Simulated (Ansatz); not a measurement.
An Ansatz run on Ga3BAs4, ordered on the zincblende lattice (R3m) with 8 atoms a cell left the output below. The geometry is the r2SCAN minimum.

Structure:
```cif
data_structure
_symmetry_space_group_name_H-M 'P 1'
_symmetry_Int_Tables_number 1
_cell_length_a 12.8806
_cell_length_b 12.8806
_cell_length_c 12.8806
_cell_angle_alpha 17.248
_cell_angle_beta 17.248
_cell_angle_gamma 17.248
_cell_volume 163.94
loop_
_atom_site_label
_atom_site_type_symbol
_atom_site_fract_x
_atom_site_fract_y
_atom_site_fract_z
_atom_site_occupancy
B1 B 0.00181 0.00181 0.00181 1
Ga1 Ga 0.25388 0.25388 0.25388 1
Ga2 Ga 0.49994 0.49994 0.49994 1
Ga3 Ga 0.74607 0.74607 0.74607 1
As1 As 0.31823 0.31823 0.31823 1
As2 As 0.56396 0.56396 0.56396 1
As3 As 0.81000 0.81000 0.81000 1
As4 As 0.05613 0.05613 0.05613 1
```

Main lines of the log:
```
scf.n_extra_bands = 6 over 51 filled bands (N_el = 102.0): the run solves 57 bands
Pseudopotential: B, paw, valence charge 3, recommended cutoff 420 eV (normal)
Pseudopotential: Ga, paw, valence charge 13, recommended cutoff 420 eV (normal)
Pseudopotential: As, paw, valence charge 15, recommended cutoff 420 eV (normal)
Functional definition: PBE
Crystal: 8 atoms, lattice volume = 163.939 Å³
Basis set: ecut = 420 eV, 3241 PW (Γ), FFT grids on a1−a3, a2−a3, a3
Bands: 57, of which v1, the nominal top of the filled ones, is band 51 counted from 1 (50 counted from 0)
Symmetry: 6 space group operations
Space group: R3m (ITA 160)
k-points: 65 of 512 (time reversal used)
preconditioner: auto → Resta (q_TF=auto, 2.521 Å⁻¹)  ε∞=4.1  [σ=0.020 eV  ℏωp=22.8 eV]
SCF converged after 8 iterations
Free energy (F): -30930.402368 eV
Internal energy: -30930.402096 eV  (E = F + TS)
E sigma→0 (E₀):  -30930.402232 eV
Entropy (-TS):   -0.000271 eV (-0.034 meV/atom)
Fermi energy:    8.849814 eV
--- Per-component energies (eV) ---
  E_band       = -1153.307711
  E_kinetic    = 805.700877
  E_local      = -13788.308016
  E_nonlocal   = -1395.982494
  E_hartree    = 7031.277766
  E_xc         = -555.858461
  E_vxc        = -528.828156
  E_paw        = -13386.127926
  E_vpaw       = -308.439622
  E_ewald      = -9641.103458
  E_smearing   = -0.000271
--- Forces (eV/Å), atoms counted from 1 ---
  atom   1  B       0.00000      0.00000    -0.08930
  atom   2  Ga      0.00000      0.00000      0.04397
  atom   3  Ga      0.00000      0.00000      0.03903
  atom   4  Ga      0.00000      0.00000      0.03746
  atom   5  As      0.00000      0.00000      0.18822
  atom   6  As      0.00000      0.00000    -0.03755
  atom   7  As      0.00000      0.00000    -0.03813
  atom   8  As      0.00000      0.00000    -0.14369
--- Stress (GPa, compression-positive) ---
        2.590706       0.000000       0.000000
        0.000000       2.590706       0.000000
        0.000000       0.000000       2.788301
  P = ⅓ Tr σ = 2.6566 GPa (26.566 kbar)
--- Band table (eV; the first three rows and the last of 65) ---
  k-point 0: bands = […, 7.9620, 8.1975, 8.1975, 8.3743, 8.8154, 8.8154, 8.8616, 9.9648, 10.5039, 10.8284, …]
  k-point 1: bands = […, 7.0287, 7.3163, 7.5259, 8.1298, 8.2583, 8.4645, 9.7995, 10.7438, 11.4578, 11.6588, …]
  k-point 2: bands = […, 5.9923, 6.4576, 6.8750, 7.6501, 7.6890, 7.8644, 10.0389, 10.7321, 10.9345, 11.5396, …]
  k-point 64: bands = […, 7.8561, 7.8561, 8.4866, 8.4866, 8.6076, 8.6076, 8.9462, 10.4270, 10.7163, 10.9807, …]
```

Q: What input produced it? Give the YAML, leaving the band path aside.

A:
```yaml
crystal:
  # lattice and atoms as above
kpoints:
  mp_grid: { grid: [8, 8, 8] }
hamiltonian:
  xc: pbe
scf:
  occupations: { method: fermi_dirac, width: 0.02 }
  n_extra_bands: 6
output:
  forces: true
  stress: true
  eigenvalues: true
```
A single point prints forces and stress when the output block asks for them. This is the file that was run, less any keys that only write grids; thresholds and some counts can't be read off the log exactly.

PBE gives a direct gap of 0.05 eV at Γ. (With 0.02 eV of smearing so small a gap leaves both edges partly filled, and it could close between the points sampled.)

Command: `ansatz run input.yaml --threads 4 --pin off --max-ram 6451MiB --backend cpu --events-out ev --progress --plain --runs-dir out`. Wall time 31 s on 4 threads of Arm Neoverse V1, on a shared host, load about 1.6 per core; peak host memory 0.77 GiB.

Spin-unpolarised throughout. Whether this structure exists isn't addressed.

Spin-orbit coupling is left out.
